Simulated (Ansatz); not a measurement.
The calculation used Ansatz, DFT PBE, scalar-relativistic, plane waves, PAW. Cutoff 420 eV, Γ-centred meshes of about 0.25 Å⁻¹ or finer for metals and 0.3 Å⁻¹ for insulators (2π included), Gaussian smearing. No spin polarisation.

Temperature and zero-point effects are left out.

Compare these two cells of Ga2Te2O, each relaxed at this level.

A.

```xyz
5
Lattice="-2.1040 5.7773 2.9822 2.1040 -5.7773 2.9822 2.1040 5.7773 -2.9822" Properties=species:S:1:pos:R:3 pbc="T T T"
Ga    0.0000    4.1490    0.1585
Ga    0.0000    7.4056    0.1585
Te    0.0000    1.8197    1.4447
Te    2.1040    3.9576   -1.5374
O     0.0000    5.7773    0.9685
```

B.

```xyz
5
Lattice="4.1705 0.0000 0.0000 -2.0852 3.6117 0.0000 0.0000 0.0000 10.0916" Properties=species:S:1:pos:R:3 pbc="T T T"
Ga    0.0000    0.0000    1.7722
Ga    0.0000    0.0000    8.3194
Te    2.0852    1.2039    7.1151
Te    0.0000    2.4078    2.9766
O     0.0000    0.0000    0.0000
```

Question: Which is lower in energy, and by how much?

Answer: B is lower, by 36 meV/atom. A has space group Imm2 (No. 44), 29.0 Å³/atom and a gap of 1.44 eV on its mesh; B has space group P-3m1 (No. 164), 30.4 Å³/atom and a gap of 1.37 eV. In A, around Ga lie 1 O at 1.82 Å and 3 Te at 2.66–2.71 Å; around Te lie 3 Ga at 2.66–2.71 Å; O has 2 Ga at 1.82 Å. In B, around Ga lie 1 O at 1.77 Å and 3 Te at 2.69 Å; Te has 3 Ga at 2.69 Å; around O lie 2 Ga at 1.77 Å. Both come from trial cells of a structure search.

Weakly bound directions are ill-defined at this level, which has no dispersion term (P-3m1), and this can change margins and order among such cells. These runs have no spin–orbit coupling, which can matter for Te. Kohn–Sham gaps at this level usually fall short of measured ones. The missing spin–orbit coupling can work the other way here. With atoms moved at random, B ended within 5 meV/atom of its own energy, in a cell of lower symmetry. With atoms moved at random, A came back.
